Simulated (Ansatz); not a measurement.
# A film clamped to a substrate in LiPb

These are results of DFT r2SCAN, scalar-relativistic, plane waves, PAW in Ansatz 0.2.0, not measurements. The runs took a 500 eV cutoff, a Γ-centred 12×12×12 mesh and Gaussian smearing (0.15 eV). Spin–orbit coupling is left out, which can shift energies with elements as heavy as these. No spin polarisation. Energies are free energies at this smearing, counted from the undisturbed cell; pressure is positive in compression.

Reference structure (as given, not relaxed at this level; it stands at 0.1 GPa, and it needn't be the usual structure):

```
CELL_PARAMETERS angstrom
2.49350 1.43962 2.06267
-2.49350 1.43962 2.06267
0.00000 -2.87925 2.06267
ATOMIC_POSITIONS crystal
Li 0.50000 0.50000 0.50000
Pb 0.00000 0.00000 0.00000
```

The cell (2 atoms, V0 = 44.43 Å³) is strained by p along both x and y and by q along z, fractional coordinates fixed. τp = (1/V0) ∂E/∂p = (σxx + σyy)(1 + p)(1 + q) and τq = (1/V0) ∂E/∂q = σzz(1 + p)², with tension positive.

| p | q | ΔE (meV/atom) | τp (GPa) | τq (GPa) |
| --- | --- | --- | --- | --- |
| 0.000 | 0.000 | 0.00 | -0.54 | 0.23 |
| -0.025 | 0.000 | 9.62 | -5.12 | -1.14 |
| 0.025 | 0.000 | 5.04 | 3.31 | 1.27 |
| 0.000 | -0.025 | 1.95 | -1.70 | -1.42 |
| 0.000 | 0.025 | 3.05 | 0.66 | 1.47 |

Get the second derivatives of the energy density.

Central differences give A = ∂τp/∂p = 169 GPa (C11 + C22 + 2 C12), C = ∂τq/∂q = 58 GPa (C33) and the cross term B = ∂τq/∂p = 48 GPa (C13 + C23); ∂τp/∂q = 47 GPa must equal B, and any difference shows higher-order terms. The ions are clamped.

A film of this crystal grows with z along the normal on a substrate that imposes p. How does its thickness respond, and what does the misfit cost?

Count p and q from the stress-free cell. A free surface needs τq = 0, so q = −(B/C) p = -0.84 p. The energy density left is (A − B²/C) p²/2 = M p², with the biaxial modulus M = 64 GPa; a misfit of 1 % costs 0.89 meV/atom, against 1.17 meV/atom if the thickness were held.

At p = 0.050 the energies along q are 16.9 (q = -0.050), 16.8 (q = -0.025), 22.1 (q = 0.000), 31.8 (q = 0.025), 45.1 (q = 0.050) meV/atom.

Does the linear rule hold at this misfit?

A parabola through the lowest point and its neighbours has its minimum at q = -0.037, 16.2 meV/atom. With the stress left in the starting cell, τp0 and τq0, linear elasticity gives q = −(τq0 + Bp)/C = -0.046 and E = V0(τp0 p + τq0 q + Ap²/2 + Bpq + Cq²/2)/N = 17.1 meV/atom. The two agree within a tenth in energy.

In a metal these slopes depend on the k mesh and the smearing.